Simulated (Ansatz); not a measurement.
Input:

Li3Au:
```
CELL_PARAMETERS angstrom
      0.00000     3.12803     3.12803
      3.12803     0.00000     3.12803
      3.12803     3.12803     0.00000
ATOMIC_POSITIONS crystal
  Li 0.25000 0.25000 0.25000
  Li 0.75000 0.75000 0.75000
  Li 0.50000 0.50000 0.50000
  Au 0.00000 0.00000 0.00000
```

This is the r²SCAN-relaxed structure.

**Question.** All from r²SCAN (plane waves, PAW; program Ansatz), unless another level is named. Predict the formation energy from the elements (no fitted shifts).

**Answer.** -0.39 eV/atom.

**Question.** Give the density of states at the Fermi level.

**Answer.** 0.29 states/eV per atom (mean over ±0.08 eV).

Space group Fm-3m. The workflow started from a Materials Project entry (that database holds measured and hypothetical structures alike); the Crystallography Open Database files this formula in space group No. 225, but the cells were not matched. Its standing as an ambient phase is unchecked. The r²SCAN relaxation kept the symmetry of its start; its stability against distortions is not shown here. The references are the lowest solids computed at this level, not always the standard phases. Scalar-relativistic: spin–orbit coupling is off unless named, which matters more the heavier the elements.

Potentials: the later of the program's two PAW sets.
